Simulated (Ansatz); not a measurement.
AlRu₂C:
Space group P6₃/mmc (No. 194); a = b = 2.9045 Å, c = 13.3581 Å, α = β = 90.00°, γ = 120.00°

```
atom  site  symmetry       x       y       z
----  ----  --------  ------  ------  ------
Al      2d      -6m2  0.6667  0.3333  0.2500
Ru      4f       3m.  0.3333  0.6667  0.0950
C       2a      -3m.  0.0000  0.0000  0.0000
```

Relaxed at zero pressure with plane-wave PAW PBE (Ansatz code).

### Question
The volume is lowered by 6 % and shape and atoms relax at that volume. What pressure results, and how do the axes share the change?

### Answer
14.8 GPa; a -2.7 %, b -2.7 %, c -0.7 %; the energy rises by 31 meV/atom.

### Question
Give the new structure.

### Answer

Space group P6₃/mmc (No. 194); a = 2.8264 Å, b = 2.8264 Å, c = 13.2603 Å, α = 90.00°, β = 90.00°, γ = 120.00°

```tsv
atom	site	symmetry	x	y	z
Al	2d	-6m2	0.6667	0.3333	0.2500
Ru	4f	3m.	0.3333	0.6667	0.0975
C	2a	-3m.	0.0000	0.0000	0.0000
```

The phase is kept; no other phase was compared at this pressure.

Space group P6_3/mmc. The start of the workflow was typed in or built on a structure type; neither database checked (COD, Materials Project) lists it. Its standing as an ambient phase is unchecked. The PBE relaxation kept the symmetry of its start; whether a distortion lowers the energy is not shown. The run is not spin-polarised.

Potentials: the later of the program's two PAW sets.
